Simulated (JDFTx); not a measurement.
An input for a modified build of JDFTx (MgB2(1 0 -1 0), CANDLE, water, 1 M KF; bohr, hartree) and the course of its log:

```
lattice \
  5.7877776044 0.0000000000 0.0000000000 \
  0.0000000000 6.6534800204 0.0000000000 \
  0.0000000000 0.0000000000 45.3534269910
coords-type Lattice
ion B 0.1323023490 0.5000000000 -0.1249857528 0
ion B 0.6323023490 0.5000000000 -0.0920981940 0
ion B 0.6323023490 0.5000000000 -0.0184196390 0
ion B 0.1323023490 0.5000000000 0.0184196390 0
ion B 0.1323023490 0.5000000000 0.0920981940 0
ion B 0.6323023490 0.5000000000 0.1249857528 0
ion Mg 0.6323023490 0.0000000000 -0.1662398119 0
ion Mg 0.1323023490 0.0000000000 -0.0552589160 0
ion Mg 0.6323023490 0.0000000000 0.0552589160 0
ion Mg 0.1323023490 0.0000000000 0.1662398119 0
ion-species pseudo/b_pbe_v1.4.upf
ion-species pseudo/mg_pbe_v1.4.upf
elec-cutoff 20 100
elec-ex-corr gga-PBE
coulomb-interaction Slab 001
coulomb-truncation-embed 0 0 0
kpoint-folding 8 6 1
elec-smearing Fermi 0.01
elec-n-bands 44
target-mu -0.076806
electronic-scf nIterations 100 energyDiffThreshold 1e-07
fluid LinearPCM
pcm-variant CANDLE
fluid-solvent H2O
fluid-cation K+ 1
fluid-anion F- 1
fluid-minimize nIterations 400 knormThreshold 1e-12
wavefunction read f0.wfns
elec-initial-eigenvals f0.eigenvals
elec-initial-fillings read f0.fillings
fluid-initial-state f0.fluidState
dump-name f0_u0.$VAR
dump End State Ecomponents EigStats BandEigs Forces ElecDensity IonicPositions Fillings Kpoints Dtot FluidDebug BoundCharge FluidDensity
```

```
[one cycle in 5 is shown, and the last three; fluid-solver lines are left out]
	FillingsUpdate:  mu: -0.076806000  nElectrons: 59.744373
SCF: Cycle:  0   G: -262.755359937121284   dG: +5.448e-01   |Residual|: 7.586e-02   |deigs|: 1.762e-05
	FillingsUpdate:  mu: -0.076806000  nElectrons: 61.245144
SCF: Cycle:  5   G: -260.940113547437250   dG: +1.939e+00   |Residual|: 1.466e-01   |deigs|: 3.876e-02
	FillingsUpdate:  mu: -0.076806000  nElectrons: 59.540388
SCF: Cycle: 10   G: -262.926875431622250   dG: +1.585e-03   |Residual|: 6.263e-02   |deigs|: 1.748e-04
	FillingsUpdate:  mu: -0.076806000  nElectrons: 58.886727
SCF: Cycle: 15   G: -263.219891959165750   dG: -3.509e-01   |Residual|: 4.459e-02   |deigs|: 1.504e-02
	FillingsUpdate:  mu: -0.076806000  nElectrons: 58.082142
SCF: Cycle: 20   G: -263.301082307754655   dG: -1.814e-01   |Residual|: 1.482e-02   |deigs|: 8.568e-03
	FillingsUpdate:  mu: -0.076806000  nElectrons: 58.812211
SCF: Cycle: 25   G: -263.209161972230902   dG: -3.833e-01   |Residual|: 3.707e-02   |deigs|: 1.670e-02
	FillingsUpdate:  mu: -0.076806000  nElectrons: 59.845378
SCF: Cycle: 30   G: -262.549031896041811   dG: -2.262e-02   |Residual|: 8.848e-02   |deigs|: 1.625e-03
	FillingsUpdate:  mu: -0.076806000  nElectrons: 60.198598
SCF: Cycle: 35   G: -262.118146369007491   dG: -2.139e-02   |Residual|: 1.089e-01   |deigs|: 7.770e-04
	FillingsUpdate:  mu: -0.076806000  nElectrons: 51.602510
SCF: Cycle: 40   G: -251.779314780896783   dG: -1.561e+00   |Residual|: 2.971e-01   |deigs|: 6.824e-03
	FillingsUpdate:  mu: -0.076806000  nElectrons: 56.945070
SCF: Cycle: 45   G: -262.995278375768237   dG: +3.049e-01   |Residual|: 4.378e-02   |deigs|: 1.461e-02
	FillingsUpdate:  mu: -0.076806000  nElectrons: 57.661723
SCF: Cycle: 50   G: -263.252874881070341   dG: -4.013e-01   |Residual|: 2.144e-02   |deigs|: 8.287e-03
	FillingsUpdate:  mu: -0.076806000  nElectrons: 60.647038
SCF: Cycle: 55   G: -260.685748523078701   dG: +8.618e-02   |Residual|: 4.443e-01   |deigs|: 5.355e-02
	FillingsUpdate:  mu: -0.076806000  nElectrons: 58.586175
SCF: Cycle: 60   G: -259.797071090666066   dG: -8.477e+00   |Residual|: 4.966e-01   |deigs|: 4.053e-02
	FillingsUpdate:  mu: -0.076806000  nElectrons: 60.515239
SCF: Cycle: 65   G: -262.193784129770165   dG: -8.823e+00   |Residual|: 1.041e-01   |deigs|: 6.406e-02
	FillingsUpdate:  mu: -0.076806000  nElectrons: 59.667099
SCF: Cycle: 70   G: -262.942180637765091   dG: -4.181e-02   |Residual|: 6.096e-02   |deigs|: 1.700e-03
	FillingsUpdate:  mu: -0.076806000  nElectrons: 58.642469
SCF: Cycle: 75   G: -263.294557944495637   dG: -1.045e-01   |Residual|: 2.260e-02   |deigs|: 9.548e-03
	FillingsUpdate:  mu: -0.076806000  nElectrons: 59.612618
SCF: Cycle: 80   G: -262.737726587352370   dG: +5.326e-01   |Residual|: 8.098e-02   |deigs|: 3.077e-02
	FillingsUpdate:  mu: -0.076806000  nElectrons: 59.098805
SCF: Cycle: 85   G: -262.925163372392262   dG: +1.640e-01   |Residual|: 6.845e-02   |deigs|: 5.448e-03
	FillingsUpdate:  mu: -0.076806000  nElectrons: 58.836993
SCF: Cycle: 90   G: -263.027790087910660   dG: -1.798e-01   |Residual|: 6.033e-02   |deigs|: 6.432e-03
	FillingsUpdate:  mu: -0.076806000  nElectrons: 57.738001
SCF: Cycle: 95   G: -263.282481946232906   dG: -7.231e-02   |Residual|: 1.250e-02   |deigs|: 1.113e-02
	FillingsUpdate:  mu: -0.076806000  nElectrons: 57.746555
SCF: Cycle: 97   G: -263.289014120165405   dG: -3.437e-01   |Residual|: 1.292e-02   |deigs|: 9.647e-03
	FillingsUpdate:  mu: -0.076806000  nElectrons: 56.413437
SCF: Cycle: 98   G: -262.451526751033839   dG: +8.375e-01   |Residual|: 7.001e-02   |deigs|: 1.559e-02
	FillingsUpdate:  mu: -0.076806000  nElectrons: 60.134992
SCF: Cycle: 99   G: -262.533135029558082   dG: -8.161e-02   |Residual|: 9.639e-02   |deigs|: 5.515e-02
SCF: None of the convergence criteria satisfied after 100 iterations.
IonicMinimize: Iter:   0  G: -262.533135029558082  |grad|_K:  0.000e+00
IonicMinimize: Converged (|grad|_K<1.000000e-04).
```

This run gave no converged result. The electronic loop ended without meeting its threshold, so the last energy, electron count and forces aren't results.
